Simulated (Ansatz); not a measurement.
ZnO in space group P6_222 (No. 180; Zn on 3d, O on 3c), DFT-PBE in the program Ansatz with PAW potentials, all energies at zero smearing, with the estimated change up to a 700 eV cutoff added, with one set of potentials and settings (totals compare only within such a set). Cell of 6 atoms (3 Zn, 3 O): -11659.670 eV.

| element | reference phase | E (eV/atom) |
|---|---|---|
| Zn | C2/m, 3 atoms in the cell | -3319.0322 |
| O | C2/m, 4 atoms in the cell, spin-polarised | -565.0042 |

Formation energy per atom, worked out: (-11659.670 − 3×(-3319.0322) − 3×(-565.0042))/6 = -1.260 eV/atom (-122 kJ per mol of atoms), at 0 K, without zero-point energy or fitted corrections.

The start of the workflow was typed in or built on a structure type; neither database checked (COD, Materials Project) lists it. It is not the phase usual at ambient conditions (space group No. 186). The PBE relaxation kept the symmetry of its start; its stability against distortions is not shown here. The references are the lowest solids computed at this level, not always the standard phases (solids in place of the gases).

Potentials: the earlier of the program's two PAW sets.
